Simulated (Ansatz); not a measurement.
In DFT-r²SCAN in the program Ansatz with PAW potentials, Al2Cu in the tetragonal phase (I4/mcm; Al on 8h, Cu on 4a) relaxes to a = 5.997 Å, c = 4.804 Å. Its formation energy from the elements is -0.16 eV/atom, with no fitted shifts.

Electronic character: metallic (no gap).

The bulk modulus is 114 GPa. Bader charges are Al +1.03, Cu -2.06 to -2.05 e.

The cell was relaxed with r²SCAN under the symmetry of its start. The run is not spin-polarised. Axis ratios of metals converge slowly with the k-mesh, so a and c are less sure than the volume. The references are the lowest solids computed at this level, not always the standard phases.

Potentials: the later of the program's two PAW sets.
